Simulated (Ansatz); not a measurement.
Sn: tetragonal deformation path

These are results of DFT PBEsol, scalar-relativistic, plane waves, PAW (Ansatz), not measurements. The runs took a 420 eV cutoff, a Γ-centred 18×18×18 mesh and Gaussian smearing (0.15 eV). No spin polarisation. Energies are free energies at this smearing, counted from the undisturbed cell; pressure is positive in compression.

Zero of the scan (as given, not relaxed at this level; it stands at -1.5 GPa):

```xyz
2
Lattice="-2.9401 2.9401 1.5993 2.9401 -2.9401 1.5993 2.9401 2.9401 -1.5993" Properties=species:S:1:pos:R:3 pbc="T T T"
Sn    0.0000    2.9401    0.7997
Sn    0.0000    0.0000    0.0000
```

At fixed volume and fractional coordinates, lengths along (0.000, 0.000, 1.000) are scaled against those across it; ρ is that ratio over its starting value. The cell is metallic on the mesh throughout.

```tsv
ρ	ΔE (meV/atom)
0.800	227.7
0.850	108.3
0.920	21.2
0.960	4.6
1.000	0.0
1.050	8.3
1.100	28.0
1.200	86.0
1.300	154.0
```